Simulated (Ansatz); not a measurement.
HfSO in space group P2_13 (No. 198; Hf on 4a, S on 4a, O on 4a), DFT-PBEsol in the program Ansatz with PAW potentials. The conduction-band minimum lies on the Γ–R line, 79 % of the way from Γ, with 8 equivalent valleys. Second derivatives d²E/dk² of the lowest band at one valley (eV·Å²), along Cartesian directions:

```tsv
direction	d²E/dk²
[100]	8.824
[010]	8.824
[001]	8.824
[110]	9.047
[101]	9.047
[011]	9.047
```

Q: Find the principal effective masses, the density-of-states mass and the conductivity mass.

A: Off-diagonal terms follow from H_xy = H[110] − (H_xx + H_yy)/2, and m*/mₑ = 7.620 eV·Å² over each eigenvalue: 0.82, 0.89, 0.89. One valley's DOS mass (m₁m₂m₃)^(1/3) = 0.86, conductivity mass 3/(Σ 1/mᵢ) = 0.86 mₑ.

Q: What effective density of states Nc follows at 300 K for parabolic valleys?

A: Nc = 2.509e19 × 8 × (0.86)^(3/2) ≈ 1.6e20 cm⁻³.

The workflow started from a Materials Project entry (that database holds measured and hypothetical structures alike); the Crystallography Open Database copy checked does not list it. Its standing as an ambient phase is unchecked. The cell was relaxed with PBEsol under the symmetry of its start; whether a distortion lowers the energy is not shown. The run is not spin-polarised. Scalar-relativistic: spin–orbit coupling is off unless named, which matters more the heavier the elements.

Potentials: the earlier of the program's two PAW sets. The files were generated under PBE; for other functionals the program regenerates the frozen cores, and for LDA and PBEsol the local potential too.

Edges and masses are those of Kohn–Sham bands, whose gap is no quasiparticle gap.
